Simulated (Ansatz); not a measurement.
Values for one crystal, relaxed and computed with DFT-r²SCAN in the program Ansatz with PAW potentials; other levels are named.

- Volume per atom = 12.64 Å³
- Band gap = 8.29 eV (indirect)
- Debye temperature from the elastic constants = 570 K
- Conduction-band minimum = at Γ
- Static dielectric constant ε0 (ions relaxed, cell fixed) = 6.16
- Highest zone-centre frequency (without LO–TO term) = 476 cm⁻¹
- Mechanical stability = stable (all eigenvalues of C positive)

Task: Pick the material that matches.
A. LaOF, R-3m (La on 6c, O on 6c, F on 6c)
B. MgO, rock salt
C. KMgF3, cubic perovskite
D. KF, rock salt

Result: C, KMgF3, cubic perovskite

Space group Pm-3m (cubic perovskite). The r²SCAN relaxation kept the symmetry of its start.

Potentials: the earlier of the program's two PAW sets. The files were generated under PBE; for other functionals the program regenerates the frozen cores, and for LDA and PBEsol the local potential too.
